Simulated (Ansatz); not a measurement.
A geometry of Rh away from equilibrium: the start of the relaxation of a generated cell, Rh built in the AFLOW prototype A_cI16_220_c (as in Li). Computed with r2SCAN (plane waves to 500 eV, PAW, scalar-relativistic; Ansatz, an electronic-structure program). Γ-centred k-mesh 8×8×8 on the run's cell (coarser than for final values), Fermi–Dirac smearing 0.05 eV.

```xyz
8
Lattice="-3.0161 3.0161 3.0161 3.0161 -3.0161 3.0161 3.0161 3.0161 -3.0161" Properties=species:S:1:pos:R:3:forces:R:3 pbc="T T T" free_energy=-51320.498 pressure_GPa=13.0
Rh     1.2125     1.2125     1.2125    0.6160    0.6160    0.6160
Rh    -1.2125     1.8036     1.2125   -0.6160   -0.6160    0.6160
Rh     1.8036     1.2125    -1.2125   -0.6160    0.6160   -0.6160
Rh     1.2125    -1.2125     1.8036    0.6160   -0.6160   -0.6160
Rh     2.7205     2.7205     2.7205    0.6160    0.6160    0.6160
Rh     0.2956     3.3116    -0.2956   -0.6160   -0.6160    0.6160
Rh     3.3116    -0.2956     0.2956   -0.6160    0.6160   -0.6160
Rh    -0.2956     0.2956     3.3116    0.6160   -0.6160   -0.6160
```

Positions in Å, forces in eV/Å, free energy of the cell in eV (comparable only within this code, potentials and settings). Largest force: 1.07 eV/Å, on Rh1, Rh2, Rh3, Rh4, Rh5, Rh6, Rh7, Rh8 (atoms numbered as listed); the geometry lies 0.11 eV/atom above the end of its relaxation.

No spin polarisation in the result.

The run could not lose the symmetry of its start, so the end can be a saddle point.

The end of the path is a generated cell of Rh: the first start was made by placing the elements on the sites of a structure type, and the end was not matched to a known phase here, so it may be hypothetical. Known forms of Rh include space group No. 225.
